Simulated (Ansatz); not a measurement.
ScTi$_{3}$N:
```
CELL_PARAMETERS angstrom
      4.24082     0.00000     0.00000
      0.00000     4.24082     0.00000
      0.00000     0.00000     4.24082
ATOMIC_POSITIONS crystal
  Sc 0.00000 0.00000 0.00000
  Ti 0.00000 0.50000 0.50000
  Ti 0.50000 0.00000 0.50000
  Ti 0.50000 0.50000 0.00000
  N  0.50000 0.50000 0.50000
```

Relaxed with r²SCAN.

Task: Tabulate the valence density and the electron localisation function along the shortest Ti–Ti contact (3.00 Å), the program Ansatz at the r²SCAN level (PAW).

Result: 

| distance from Ti (Å) | density (e/Å³) | ELF |
|---|---|---|
| 0.30 | 9.36 | 0.70 |
| 0.45 | 6.32 | 0.74 |
| 0.60 | 3.33 | 0.69 |
| 0.75 | 1.37 | 0.49 |
| 0.90 | 0.54 | 0.20 |
| 1.05 | 0.28 | 0.07 |
| 1.20 | 0.20 | 0.08 |
| 1.35 | 0.18 | 0.13 |
| 1.50 | 0.17 | 0.16 |
| 1.65 | 0.18 | 0.13 |
| 1.80 | 0.20 | 0.08 |
| 1.95 | 0.28 | 0.07 |
| 2.10 | 0.54 | 0.20 |
| 2.25 | 1.37 | 0.49 |
| 2.40 | 3.33 | 0.69 |
| 2.55 | 6.32 | 0.74 |
| 2.70 | 9.36 | 0.70 |

The density is the valence pseudo-density with augmentation charge, so density and ELF within about 1 Å of a nucleus are not all-electron values.

Space group Pm-3m (anti-perovskite). The start of the workflow was typed in or built on a structure type; neither database checked (COD, Materials Project) lists it. Its standing as an ambient phase is unchecked. The cell was relaxed with r²SCAN under the symmetry of its start; its stability against distortions is not shown here. The workflow began spin-polarised and lost its moments.

Potentials: the earlier of the program's two PAW sets. The files were generated under PBE; for other functionals the program regenerates the frozen cores, and for LDA and PBEsol the local potential too.
